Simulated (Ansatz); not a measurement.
Free-standing chains of the atoms of Ta, named by their start (strip: triangular double chain, ladder: square double chain); atoms and period are relaxed, and energies count from relaxed bulk Ta (Im-3m, 18.04 Å³/atom, gap on the mesh 0.00 eV).

Theory: DFT r2SCAN, scalar-relativistic, plane waves, PAW in Ansatz 0.2.0.

Cutoff 500 eV, Gaussian smearing of 0.05 eV, energies at zero smearing, symmetry of each start kept, collinear spin where a moment is listed.

**Question.** Order these by excess energy, lowest first.
A. linear chain
B. strip chain
C. ladder chain
D. zigzag chain
E. dimerised chain

**Answer.** B (3.432 eV per host atom), C (4.205 eV per host atom), D (4.988 eV per host atom), E (5.252 eV per host atom), A (5.498 eV per host atom).

| start | atoms | k mesh | excess energy (eV per host atom) | period (Å) | gap on the mesh (eV) | highest filled level or Fermi level under vacuum (eV) | size of the moment (μB per cell) |
| --- | --- | --- | --- | --- | --- | --- | --- |
| linear chain | 1 | 1×1×25 | 5.498 | 2.399 | 0 | 4.12 | 1.16 |
| dimerised chain | 2 | 1×1×13 | 5.252 | 4.988 | 0.66 | 4.16 | 2.00 |
| zigzag chain | 2 | 1×1×14 | 4.988 | 4.115 | 0 | - | 0.57 |
| ladder chain | 4 | 1×1×13 | 4.205 | 5.126 | 0 | - | 2.92 |
| strip chain | 2 | 1×1×24 | 3.432 | 2.713 | 0 | - | 0.00 |

Spin-orbit coupling is left out, which matters for the bands of heavy elements. An odd mesh misses points on the zone edge, so a gap read on it can be too wide.

Each run keeps its start's symmetry and one magnetic start, so lower states can exist. Rows stand on unlike meshes and boxes, so starts that end alike can differ by a few hundredths of an eV per atom.

Cost: 5 runs of about 42 core-minutes in all, on Intel Xeon Processor @ 2.70GHz (shared hosts).